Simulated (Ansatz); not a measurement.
## Is this structure of Al2W stable?

Atoms and cell were relaxed at zero pressure (9.1 % in volume from the start). The relaxed cell:

```xyz
9
Lattice="4.8348 0.0000 0.0000 -2.4174 4.1871 0.0000 0.0000 0.0000 6.7569" Properties=species:S:1:pos:R:3 pbc="T T T"
W     1.2087    2.0935    1.1261
W    -1.2087    2.0935    5.6307
W     2.4174    0.0000    3.3784
Al    3.6149    0.7043    1.1261
Al    1.1975    3.4828    5.6307
Al    2.4174    2.7784    3.3784
Al   -1.1975    3.4828    1.1261
Al    1.2199    0.7043    5.6307
Al    0.0000    1.4086    3.3784
```

Space group P6_422 (No. 181); conventional cell a = 4.835 Å, b = 4.835 Å, c = 6.757 Å, α = 90.00°, β = 90.00°, γ = 120.00°.

Method: r2SCAN in Ansatz 0.2.0, PAW datasets, plane waves to 500 eV, 8×8×5 Γ-centred mesh, fermi-dirac occupations of width 0.100 eV. Spin: none; no U, no spin-orbit coupling.

Question: Where does it lie against the elements?

Answer: -0.021 eV an atom at 0 K against the elements' lowest computed crystals and the free molecules of gases, with no empirical correction.

Question: Does it lie on the convex hull?

Answer: Among the phases that we computed and relaxed alike, the lowest mixture with other formulas is 20 % W + 80 % Al5W (shares of atoms). The cell lies 122 meV an atom above it, so it would gain by splitting into them.

The start was: a database entry at a slightly scaled volume.

Caveats: differences under 20 meV an atom lie within the error of meshes and cutoff; no moments were allowed, so a magnetic state may lie lower; the relaxation keeps the start's symmetry, so a distorted cell may lie lower; no spin-orbit coupling, which can move compounds of heavy elements by tens of meV.
